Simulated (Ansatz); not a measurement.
AlNi (CsCl type)

```yaml
crystal:
  lattice:
    - [2.86315, 0.00000, 0.00000]
    - [0.00000, 2.86315, 0.00000]
    - [0.00000, 0.00000, 2.86315]
  atoms:
    - { symbol: Al, position: [0.00000, 0.00000, 0.00000] }
    - { symbol: Ni, position: [0.50000, 0.50000, 0.50000] }
```

In each cell atom 1 (Al, nearest neighbour Ni at 2.480 Å; its periodic images, 2.9 Å or more away, move with it) moves by s·(1.000, 0.000, 0.000) (along Cartesian x), the rest being held.

Level of theory: r2SCAN (plane waves to 500 eV, PAW, scalar-relativistic; Ansatz, a quantum-chemistry and plane-wave program). k mesh 13×13×13 (Γ-centred), Fermi-Dirac smearing 0.05 eV. The energy includes the smearing's −TS. With partly filled bands, energies and forces of such displacements shift with the k mesh and the smearing. F∥ is the force on the atom along that direction. AlNi is run without spin polarisation. AlNi was relaxed with its symmetry unable to fall. The zero of ΔE is the undisplaced structure.

Estimate the ΔE (eV/cell) and F∥ (eV/Å) for s (Å) = -0.740, -0.592, -0.444, 0.444, 0.592.


| s (Å) | ΔE (eV/cell) | F∥ (eV/Å) |
|---|---|---|
| -0.740 | 1.681 | 4.066 |
| -0.592 | 1.110 | 3.586 |
| -0.444 | 0.634 | 2.814 |
| 0.444 | 0.634 | -2.814 |
| 0.592 | 1.110 | -3.586 |

(A displaced cell: forces are minus the slopes of the energy, force constants its curvatures, and phonons follow from these.)
